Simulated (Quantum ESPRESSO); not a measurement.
## Al3ZnO5F (one run as intended and one with a planted mistake)

Computed values, not a measurement. The program is pw.x of Quantum ESPRESSO 7.5 (plane-wave density functional theory). The cell is made up: 10 atoms on a corundum lattice, with randomly drawn elements, strain and displacements, not relaxed. PseudoDojo standard norm-conserving files (v0.5 for PBE, v0.4.1 for LDA and PBEsol) set the functional; there is no spin polarisation, spin-orbit coupling or dispersion term, and the masses in the input are unused placeholders.

Intended input:

```
&control calculation='scf', pseudo_dir='./dojo.nc.sr.pbe.v0_5.standard.upf', outdir='./o', disk_io='low', tprnfor=.true., tstress=.true. /
&system ibrav=0, nat=10, ntyp=4, nbnd=39, ecutwfc=84.00895049, nosym=.true., tot_charge=0,
 occupations='smearing', smearing='fd', degauss=0.0018374661
/
&electrons conv_thr=7.350e-09, electron_maxstep=60, /
ATOMIC_SPECIES
Al 1.0 Al.upf
F 1.0 F.upf
O 1.0 O.upf
Zn 1.0 Zn.upf
CELL_PARAMETERS angstrom
2.4739 1.4283 4.4987
-2.4739 1.4283 4.4987
0.0 -2.8567 4.4987
ATOMIC_POSITIONS angstrom
Al -0.0058 -0.0336 4.9846
Al -0.0114 0.0805 1.9413
Zn -0.0613 -0.0512 8.6554
Al -0.0621 -0.0094 11.434
O -0.8634 1.3979 8.0327
F -0.8317 -1.6656 7.8348
O 1.7846 0.1156 7.824
O 1.0406 -1.5822 5.7001
O 0.6717 1.5403 5.6123
O -1.7875 -0.168 5.6701
K_POINTS automatic
5 5 5 1 1 1
```

The log is shortened where brackets say so; the opening notice, blank lines, dates and the lines on written files are dropped, and the path of the files is cut. It prints rydbergs, bohrs and kilobars, and counts compression as positive stress. Where no state is partly filled, the Fermi energy that it prints is only some level between the filled and the empty states on the mesh, and need not lie in the true gap.

Log of the intended run:

```
     Program PWSCF v.7.5
     Parallel version (MPI & OpenMP), running on       4 processor cores
     Number of MPI processes:                 4
     Threads/MPI process:                     1
     [start-up lines left out]
     bravais-lattice index     =            0
     lattice parameter (alat)  =      10.0704  a.u.
     unit-cell volume          =     643.6453 (a.u.)^3
     number of atoms/cell      =           10
     number of atomic types    =            4
     number of electrons       =        66.00
     number of Kohn-Sham states=           39
     kinetic-energy cutoff     =      84.0090  Ry
     charge density cutoff     =     336.0358  Ry
     scf convergence threshold =      7.3E-09
     mixing beta               =       0.7000
     number of iterations used =            8  plain     mixing
     Exchange-correlation= PBE
                           (   1   4   3   4   0   0   0)
     [axes and pseudopotential details left out]
   Cartesian axes
     site n.     atom                  positions (alat units)
         1        Al     tau(   1) = (  -0.0010884  -0.0063051   0.9353678  )
         2        Al     tau(   2) = (  -0.0021392   0.0151059   0.3642879  )
         3        Zn     tau(   3) = (  -0.0115030  -0.0096078   1.6241991  )
         4        Al     tau(   4) = (  -0.0116532  -0.0017639   2.1456076  )
         5        O      tau(   5) = (  -0.1620183   0.2623181   1.5073485  )
         6        F      tau(   6) = (  -0.1560698  -0.3125524   1.4702122  )
         7        O      tau(   7) = (   0.3348829   0.0216925   1.4681856  )
         8        O      tau(   8) = (   0.1952702  -0.2969023   1.0696325  )
         9        O      tau(   9) = (   0.1260455   0.2890397   1.0531567  )
        10        O      tau(  10) = (  -0.3354271  -0.0315255   1.0640030  )
     number of k points=    63  Fermi-Dirac smearing, width (Ry)=  0.0018
                       cart. coord. in units 2pi/alat
        k(    1) = (   0.0000000   0.0000000   0.1184570), wk =   0.0320000
        k(    2) = (   0.0000000  -0.2487294   0.1974265), wk =   0.0320000
     [further k points left out]
     Dense  grid:    66973 G-vectors     FFT dimensions: (  60,  60,  60)
     Estimated max dynamical RAM per process >     178.81 MB
     Estimated total dynamical RAM >     666.17 MB
     Initial potential from superposition of free atoms
     starting charge      65.9925, renormalised to      66.0000
     Starting wfcs are   46 randomized atomic wfcs
     total cpu time spent up to now is        3.4 secs
     per-process dynamical memory:   143.0 Mb
     Self-consistent Calculation
     iteration #  1     ecut=    84.01 Ry     beta= 0.70
     Davidson diagonalization with overlap
     ethr =  1.00E-02,  avg # of iterations =  3.0
     total cpu time spent up to now is        9.9 secs
     total energy              =    -646.55162905 Ry
     estimated scf accuracy    <       2.15218744 Ry
     iteration #  2     ecut=    84.01 Ry     beta= 0.70
     Davidson diagonalization with overlap
     ethr =  3.26E-03,  avg # of iterations =  2.1
     total cpu time spent up to now is       16.3 secs
     total energy              =    -647.13091929 Ry
     estimated scf accuracy    <       1.93509208 Ry
     [iterations 3 to 9 left out]
     iteration # 10     ecut=    84.01 Ry     beta= 0.70
     Davidson diagonalization with overlap
     ethr =  1.17E-09,  avg # of iterations =  2.0
     total cpu time spent up to now is       67.0 secs
     total energy              =    -647.49626789 Ry
     estimated scf accuracy    <       0.00000003 Ry
     iteration # 11     ecut=    84.01 Ry     beta= 0.70
     Davidson diagonalization with overlap
     ethr =  3.87E-11,  avg # of iterations =  2.5
     total cpu time spent up to now is       73.6 secs
     End of self-consistent calculation
     [lines on levels left out]
     the Fermi energy is    10.1074 ev
!    total energy              =    -647.49626790 Ry
     estimated scf accuracy    <          4.0E-09 Ry
     smearing contrib. (-TS)   =       0.00000000 Ry
     internal energy E=F+TS    =    -647.49626790 Ry
     The total energy is F=E-TS. E is the sum of the following terms:
     one-electron contribution =    -447.15039076 Ry
     hartree contribution      =     261.96867092 Ry
     xc contribution           =    -105.28612252 Ry
     ewald contribution        =    -357.02842554 Ry
     convergence has been achieved in  11 iterations
     Forces acting on atoms (cartesian axes, Ry/au):
     atom    1 type  1   force =     0.02232196   -0.06353500   -0.04076962
     atom    2 type  1   force =    -0.01629291   -0.15993608    0.02778793
     atom    3 type  4   force =     0.09553087   -0.00536808    0.01166631
     atom    4 type  1   force =    -0.03640773    0.00486673    0.01606248
     atom    5 type  3   force =    -0.11506765    0.15775207   -0.09319842
     atom    6 type  2   force =    -0.02088963   -0.02844547   -0.03123521
     atom    7 type  3   force =     0.03934940    0.00747463   -0.00015671
     atom    8 type  3   force =    -0.12258926    0.06700900    0.01298980
     atom    9 type  3   force =     0.06439016   -0.03379365    0.05900732
     atom   10 type  3   force =     0.08965480    0.05397585    0.03784613
     Total force =     0.367683     Total SCF correction =     0.000072
     Computing stress (Cartesian axis) and pressure
          total   stress  (Ry/bohr**3)                   (kbar)     P=        8.30
   0.00003766  -0.00017375   0.00026609            5.54      -25.56       39.14
  -0.00017375   0.00020643  -0.00004336          -25.56       30.37       -6.38
   0.00026609  -0.00004336  -0.00007478           39.14       -6.38      -11.00
     init_run     :      3.13s CPU      3.26s WALL (       1 calls)
     electrons    :     69.54s CPU     70.28s WALL (       1 calls)
     forces       :      1.06s CPU      1.07s WALL (       1 calls)
     stress       :      3.45s CPU      3.46s WALL (       1 calls)
     [timing details left out]
     PWSCF        :   1m17.32s CPU   1m18.25s WALL
     JOB DONE.
```

A second run has one planted mistake: the smearing is too wide. The input lines that differ, file-writing options aside:

```
- &system ibrav=0, nat=10, ntyp=4, nbnd=39, ecutwfc=84.00895049, nosym=.true., tot_charge=0,
+ &system ibrav=0, nat=10, ntyp=4, nbnd=57, ecutwfc=84.00895049, nosym=.true., tot_charge=0,
-  occupations='smearing', smearing='fd', degauss=0.0018374661
+  occupations='smearing', smearing='fd', degauss=0.0440991866
```

Its log:

```
     Program PWSCF v.7.5
     Parallel version (MPI & OpenMP), running on       4 processor cores
     Number of MPI processes:                 4
     Threads/MPI process:                     1
     [start-up lines left out]
     bravais-lattice index     =            0
     lattice parameter (alat)  =      10.0704  a.u.
     unit-cell volume          =     643.6453 (a.u.)^3
     number of atoms/cell      =           10
     number of atomic types    =            4
     number of electrons       =        66.00
     number of Kohn-Sham states=           57
     kinetic-energy cutoff     =      84.0090  Ry
     charge density cutoff     =     336.0358  Ry
     scf convergence threshold =      7.3E-09
     mixing beta               =       0.7000
     number of iterations used =            8  plain     mixing
     Exchange-correlation= PBE
                           (   1   4   3   4   0   0   0)
     [axes and pseudopotential details left out]
   Cartesian axes
     site n.     atom                  positions (alat units)
         1        Al     tau(   1) = (  -0.0010884  -0.0063051   0.9353678  )
         2        Al     tau(   2) = (  -0.0021392   0.0151059   0.3642879  )
         3        Zn     tau(   3) = (  -0.0115030  -0.0096078   1.6241991  )
         4        Al     tau(   4) = (  -0.0116532  -0.0017639   2.1456076  )
         5        O      tau(   5) = (  -0.1620183   0.2623181   1.5073485  )
         6        F      tau(   6) = (  -0.1560698  -0.3125524   1.4702122  )
         7        O      tau(   7) = (   0.3348829   0.0216925   1.4681856  )
         8        O      tau(   8) = (   0.1952702  -0.2969023   1.0696325  )
         9        O      tau(   9) = (   0.1260455   0.2890397   1.0531567  )
        10        O      tau(  10) = (  -0.3354271  -0.0315255   1.0640030  )
     number of k points=    63  Fermi-Dirac smearing, width (Ry)=  0.0441
                       cart. coord. in units 2pi/alat
        k(    1) = (   0.0000000   0.0000000   0.1184570), wk =   0.0320000
        k(    2) = (   0.0000000  -0.2487294   0.1974265), wk =   0.0320000
     [further k points left out]
     Dense  grid:    66973 G-vectors     FFT dimensions: (  60,  60,  60)
     Estimated max dynamical RAM per process >     227.44 MB
     Estimated total dynamical RAM >     860.69 MB
     Initial potential from superposition of free atoms
     starting charge      65.9925, renormalised to      66.0000
     Starting wfcs are   46 randomized atomic wfcs +   11 random wfcs
     total cpu time spent up to now is        3.7 secs
     per-process dynamical memory:   190.3 Mb
     Self-consistent Calculation
     iteration #  1     ecut=    84.01 Ry     beta= 0.70
     Davidson diagonalization with overlap
     ethr =  1.00E-02,  avg # of iterations =  7.5
     total cpu time spent up to now is       15.3 secs
     total energy              =    -646.59656225 Ry
     estimated scf accuracy    <       2.09309598 Ry
     iteration #  2     ecut=    84.01 Ry     beta= 0.70
     Davidson diagonalization with overlap
     ethr =  3.17E-03,  avg # of iterations =  2.0
     total cpu time spent up to now is       23.5 secs
     total energy              =    -647.08437981 Ry
     estimated scf accuracy    <       2.01740464 Ry
     [iterations 3 to 9 left out]
     iteration # 10     ecut=    84.01 Ry     beta= 0.70
     Davidson diagonalization with overlap
     ethr =  3.16E-10,  avg # of iterations =  2.0
     total cpu time spent up to now is       86.1 secs
     total energy              =    -647.50023914 Ry
     estimated scf accuracy    <       0.00000004 Ry
     iteration # 11     ecut=    84.01 Ry     beta= 0.70
     Davidson diagonalization with overlap
     ethr =  6.34E-11,  avg # of iterations =  1.6
     total cpu time spent up to now is       93.2 secs
     End of self-consistent calculation
     [lines on levels left out]
     the Fermi energy is    11.0609 ev
!    total energy              =    -647.50023914 Ry
     estimated scf accuracy    <          2.1E-09 Ry
     smearing contrib. (-TS)   =      -0.02010747 Ry
     internal energy E=F+TS    =    -647.48013167 Ry
     The total energy is F=E-TS. E is the sum of the following terms:
     one-electron contribution =    -447.05768137 Ry
     hartree contribution      =     261.88243829 Ry
     xc contribution           =    -105.27646305 Ry
     ewald contribution        =    -357.02842554 Ry
     convergence has been achieved in  11 iterations
     Forces acting on atoms (cartesian axes, Ry/au):
     atom    1 type  1   force =     0.02163877   -0.06298812   -0.03922584
     atom    2 type  1   force =    -0.01703494   -0.15813868    0.02644832
     atom    3 type  4   force =     0.09524668   -0.00607659    0.01221901
     atom    4 type  1   force =    -0.03544245    0.00482107    0.01522503
     atom    5 type  3   force =    -0.11351155    0.15612655   -0.09236773
     atom    6 type  2   force =    -0.02131310   -0.02834532   -0.03073157
     atom    7 type  3   force =     0.03905114    0.00747523   -0.00009539
     atom    8 type  3   force =    -0.12034103    0.06645131    0.01237578
     atom    9 type  3   force =     0.06424436   -0.03318864    0.05844888
     atom   10 type  3   force =     0.08746212    0.05386319    0.03770351
     Total force =     0.363297     Total SCF correction =     0.000099
     Computing stress (Cartesian axis) and pressure
          total   stress  (Ry/bohr**3)                   (kbar)     P=       14.15
   0.00008224  -0.00017047   0.00026600           12.10      -25.08       39.13
  -0.00017047   0.00024687  -0.00004171          -25.08       36.32       -6.14
   0.00026600  -0.00004171  -0.00004049           39.13       -6.14       -5.96
     init_run     :      3.41s CPU      3.55s WALL (       1 calls)
     electrons    :     89.03s CPU     89.49s WALL (       1 calls)
     forces       :      1.30s CPU      1.31s WALL (       1 calls)
     stress       :      4.25s CPU      4.25s WALL (       1 calls)
     [timing details left out]
     PWSCF        :   1m38.18s CPU   1m38.86s WALL
     JOB DONE.
```

|  | intended run | run with the mistake |
| --- | --- | --- |
| free energy (eV) | -8809.636 | -8809.690 |
| smearing term -TS (eV) | 0.0000 | -0.2736 |
| pressure (GPa) | 0.83 | 1.42 |
| largest force component (eV/Å) | 4.112 | 4.066 |
| largest change of a force component (eV/Å) |  | 0.058 |
| iterations | 11 | 11 |

For scale, a rerun of the intended cell at a cutoff of 1437 eV and k mesh 7 x 7 x 7 moved values by no more than 0.003 eV in energy, 0.03 GPa in stress and 0.002 eV/Å in force. The number of bands, nbnd, was set by rule from the electron count and the smearing, so it follows the mistake.